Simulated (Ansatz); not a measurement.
TiN (rock salt)

```yaml
crystal:
  lattice:
    - [0.00000, 2.11625, 2.11625]
    - [2.11625, 0.00000, 2.11625]
    - [2.11625, 2.11625, 0.00000]
  atoms:
    - { symbol: N, position: [0.00000, 0.00000, 0.00000] }
    - { symbol: Ti, position: [0.50000, 0.50000, 0.50000] }
```

E(V) scan at fixed shape, V₀ the volume above. Symmetry pins the atoms to their sites.

Level of theory: r2SCAN (plane waves to 500 eV, PAW, scalar-relativistic; Ansatz, an electronic-structure program). k mesh 19×19×19 (Γ-centred), Fermi-Dirac smearing 0.05 eV. The energy includes the smearing's −TS. TiN is run without spin polarisation. TiN was relaxed with its symmetry unable to fall. ΔE is measured from the relaxed starting cell. The last digit holds for this mesh only.

```json
[
 {"V (Å³/atom)": "7.961", "ΔE (meV/atom)": "302.1"},
 {"V (Å³/atom)": "8.214", "ΔE (meV/atom)": "198.9"},
 {"V (Å³/atom)": "8.467", "ΔE (meV/atom)": "120.9"},
 {"V (Å³/atom)": "8.719", "ΔE (meV/atom)": "64.6"},
 {"V (Å³/atom)": "8.972", "ΔE (meV/atom)": "27.4"},
 {"V (Å³/atom)": "9.225", "ΔE (meV/atom)": "6.5"},
 {"V (Å³/atom)": "9.478", "ΔE (meV/atom)": "0.0"},
 {"V (Å³/atom)": "9.730", "ΔE (meV/atom)": "5.9"},
 {"V (Å³/atom)": "9.983", "ΔE (meV/atom)": "22.7"},
 {"V (Å³/atom)": "10.236", "ΔE (meV/atom)": "48.9"},
 {"V (Å³/atom)": "10.489", "ΔE (meV/atom)": "83.3"},
 {"V (Å³/atom)": "10.741", "ΔE (meV/atom)": "124.9"},
 {"V (Å³/atom)": "10.994", "ΔE (meV/atom)": "172.6"}
]
```

Task: What is the fitted pressure derivative B₀′?

Result: 4.2.

Task: What bulk modulus B₀ follows from a third-order Birch-Murnaghan fit?

Result: 295 GPa. Check by three points about V = 9.478 Å³/atom, step 0.505: d²E/dV² ≈ (27 − 2·0 + 23) meV / 0.505² = 0.196 eV/Å⁶, and V·d²E/dV² × 160.2 = 297 GPa.

(Under strain, the slope of the energy per volume gives the stress and its curvature an elastic modulus.)
